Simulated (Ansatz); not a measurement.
InP (zinc blende)

```
CELL_PARAMETERS angstrom
      0.00000     2.97990     2.97990
      2.97990     0.00000     2.97990
      2.97990     2.97990     0.00000
ATOMIC_POSITIONS crystal
  P  0.75000 0.75000 0.75000
  In 0.00000 0.00000 0.00000
```

The volume is varied about the relaxed value V₀ at fixed cell shape. Symmetry pins the atoms to their sites.

Method: PBE (plane waves to 420 eV, PAW, scalar-relativistic; Ansatz, an electronic-structure program). k mesh 10×10×10 (Γ-centred), Fermi-Dirac smearing 0.05 eV. Compression counts positive. InP was relaxed with its symmetry unable to fall. The PAW data are Ansatz's earlier set.

At one point of the scan the stress tensor (GPa) is:

```
   -2.1      0.0      0.0
    0.0     -2.1      0.0
    0.0      0.0     -2.1
```

**Question.** Which point is it?
(A) V/V₀ = 1.040
(B) V/V₀ = 1.080
(C) V/V₀ = 1.160
(D) V/V₀ = 1.120

**Answer.** A, V/V₀ = 1.040

(A scan under strain: stresses follow from slopes of the energy per volume, elastic moduli from its curvatures.)
